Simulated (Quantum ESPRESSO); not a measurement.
pw.x input (Quantum ESPRESSO 7.5; PBEsol, PseudoDojo standard norm-conserving files, scalar-relativistic):

```
&CONTROL
  calculation = 'scf'
  pseudo_dir = './pseudo'
  outdir = './out'
  tprnfor = .true.
  tstress = .true.
/
&SYSTEM
  ibrav = 0
  nat = 8
  ntyp = 3
  ecutwfc = 84.0
  ecutrho = 336.0
  occupations = 'smearing'
  smearing = 'fd'
  degauss = 0.002
  nbnd = 39
/
&ELECTRONS
  conv_thr = 8e-10
/
ATOMIC_SPECIES
F 18.9984 F.upf
As 74.9216 As.upf
Cs 132.9055 Cs.upf
CELL_PARAMETERS angstrom
  3.855860124000   2.226181881000   2.622050000000
 -3.855860124000   2.226181881000   2.622050000000
  0.000000000000  -4.452363761000   2.622050000000
ATOMIC_POSITIONS crystal
F   0.189590000000   0.275480000000   0.922340000000
F   0.810410000000   0.724520000000   0.077660000000
F   0.922340000000   0.189590000000   0.275480000000
F   0.077660000000   0.810410000000   0.724520000000
F   0.275480000000   0.922340000000   0.189590000000
F   0.724520000000   0.077660000000   0.810410000000
As   0.000000000000   0.000000000000   0.000000000000
Cs   0.500000000000   0.500000000000   0.500000000000
K_POINTS automatic
6 6 6 0 0 0
```

End of the output:

```

[...]
     the Fermi energy is     1.1779 ev
!    total energy              =    -553.74415787 Ry
     estimated scf accuracy    <          6.7E-10 Ry
     smearing contrib. (-TS)   =      -0.00000000 Ry
     internal energy E=F+TS    =    -553.74415787 Ry
     The total energy is F=E-TS. E is the sum of the following terms:
     one-electron contribution =    -421.84021300 Ry
     hartree contribution      =     243.06067428 Ry
     xc contribution           =    -126.01643431 Ry
     ewald contribution        =    -248.94818484 Ry
     convergence has been achieved in   8 iterations
     Forces acting on atoms (cartesian axes, Ry/au):
     atom    1 type  1   force =    -0.00101646    0.00427083    0.00367134
     atom    2 type  1   force =     0.00101646   -0.00427083   -0.00367134
     atom    3 type  1   force =    -0.00319042   -0.00301570    0.00367134
     atom    4 type  1   force =     0.00319042    0.00301570   -0.00367134
     atom    5 type  1   force =     0.00420688   -0.00125514    0.00367134
     atom    6 type  1   force =    -0.00420688    0.00125514   -0.00367134
     atom    7 type  2   force =     0.00000000    0.00000000    0.00000000
     atom    8 type  3   force =     0.00000000    0.00000000    0.00000000
     Total force =     0.014018     Total SCF correction =     0.000037
     Computing stress (Cartesian axis) and pressure
          total   stress  (Ry/bohr**3)                   (kbar)     P=        9.90
   0.00006844   0.00000000   0.00000000           10.07        0.00        0.00
  -0.00000000   0.00006844  -0.00000000           -0.00       10.07       -0.00
   0.00000000  -0.00000000   0.00006500            0.00       -0.00        9.56
```
In a gapped system the printed Fermi energy is only some level inside the gap.

Spin-orbit coupling is not included.

Geometry of the Materials Project entry, not relaxed at this level.
